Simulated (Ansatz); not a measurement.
BAs:
```xyz
12
Lattice="5.9221 0.0000 0.0000 0.0000 5.9221 0.0000 0.0000 0.0000 5.9221" Properties=species:S:1:pos:R:3 pbc="T T T"
B      1.4805     0.0000     2.9610
B      2.9610     1.4805     0.0000
B      2.9610     4.4416     0.0000
B      4.4416     0.0000     2.9610
B      0.0000     2.9610     4.4416
B      0.0000     2.9610     1.4805
As     1.4805     2.9610     0.0000
As     0.0000     1.4805     2.9610
As     0.0000     4.4416     2.9610
As     4.4416     2.9610     0.0000
As     2.9610     0.0000     4.4416
As     2.9610     0.0000     1.4805
```

Relaxed with PBE. Special points in fractions of this cell's reciprocal vectors: Γ (0.000, 0.000, 0.000); X (0.000, 0.500, 0.000); M (0.500, 0.500, 0.000); R (0.500, 0.500, 0.500).

Question: List the band energies nearest the valence-band maximum at these points for DFT-PBE in the program Ansatz with PAW potentials.

Answer: In eV from the valence-band maximum; about four levels below and three above (degenerate sets whole), none deeper than 8.9 eV; points with the same levels are listed once.

| k | below | above |
|---|---|---|
| Γ | -2.47 -2.47 -2.47 0.00 0.00 0.00 | 1.04 1.04 1.04 |
| X | -1.14 -1.14 -0.78 -0.78 | 0.62 0.62 3.30 3.30 |
| M | -1.74 -1.74 -1.15 -0.78 | 1.90 1.90 3.17 3.17 |
| R | -2.45 -2.45 -2.45 -2.45 | 3.16 3.16 3.16 3.16 3.16 3.16 |

Space group Pm-3n. The start of the workflow was typed in or built on a structure type; neither database checked (COD, Materials Project) lists it. It is not the phase usual at ambient conditions (space group No. 216). The PBE relaxation kept the symmetry of its start; whether a distortion lowers the energy is not shown. Its formation energy is positive at this level, so the cell may be metastable or incomplete. Spin–orbit coupling is left out wherever it is not named.

Potentials: the later of the program's two PAW sets.
